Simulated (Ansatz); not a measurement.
Co (hcp, Mg type)

```xyz
2
Lattice="2.4939 0.0000 0.0000 -1.2470 2.1598 0.0000 0.0000 0.0000 4.0318" Properties=species:S:1:pos:R:3 pbc="T T T"
Co     0.0000     1.4399     3.0239
Co     1.2470     0.7199     1.0080
```

The slice is a (1 -1 0 0) plane (indices of the conventional cell) through the point (0.667, 0.333, 0.250) (fractional), spanned by u = [110] and v = [001] in vectors of this cell: u (2.49 Å) and v (4.03 Å, at 90° to u). It covers one period; positions are fractions (u, v).

Computed with PBE (plane waves to 420 eV, PAW, scalar-relativistic; Ansatz, an electronic-structure program). k mesh 21×21×12. Inside the PAW spheres the values are not all-electron values, and peaks at nuclei hang on which shells count as valence. Co was relaxed with its symmetry unable to fall. Relaxed Co ends ferromagnetic. The magnetic order is the one the run started from; other orders were not tried.

### Question
What is the valence density on the shortest Co–Co line in this plane (2.49 Å), at its midpoint?

### Answer
0.34 e/Å³.

### Question
What is the ELF at the midpoint of the shortest Co–Co line in this plane (2.49 Å)?

### Answer
0.3.

### Question
Predict the map of the spin density, up minus down on the slice.

### Answer
```
|##**--..                    ..--**|
|==--..                        ..--|
|....                            ..|
|                                  |
|                                  |
|                                  |
|                                  |
|                                  |
|                                  |
|                                  |
|                                  |
|                                  |
|                                  |
|                                  |
|                                  |
|                                  |
|                                  |
|                                  |
|                                  |
|                                  |
|                                  |
|                                  |
|                                  |
|                                  |
|....                            ..|
|==--..                        ..--|
|##**--..                    ..--**|
|@@##--..                    ..--##|
```
Scale: ten equal steps from -0.03 (start of ' ') to 7.61 (end of '@'), in the order ' .:-=+*#%@'. Values: spin density, up minus down in e/Å³. The map has 17 points along u (two characters each, u = 0 at the left) and 28 along v (v = 0 in the bottom row).
